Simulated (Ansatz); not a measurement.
Hg2O in space group Pn-3m (No. 224; O on 2a, Hg on 4b) under volume change, PBE (plane waves, PAW; program Ansatz), scaled uniformly.

```
V (Å³/atom)  E − E(relaxed) (meV/atom)  P (GPa)
-----------  -------------------------  -------
22.168                            29.6     4.75
22.899                            12.3     2.90
23.630                             2.8     1.30
24.361                             0.0     0.00
25.092                             2.4    -1.01
25.822                             8.8    -1.76
26.553                            18.4    -2.44
```

Q: What does a third-order Birch–Murnaghan fit give for V₀, B₀ and B′?

A: V₀ = 24.38 Å³/atom, B₀ = 37.4 GPa, B′ = 6.2.

The start of the workflow was typed in or built on a structure type; neither database checked (COD, Materials Project) lists it. Whether it is the stable phase at ambient conditions was not checked. The cell was relaxed with PBE under the symmetry of its start; whether a distortion lowers the energy is not shown. The volume moved by 21 % from the start of the relaxation. Spin–orbit coupling is left out wherever it is not named.

Potentials: the earlier of the program's two PAW sets.
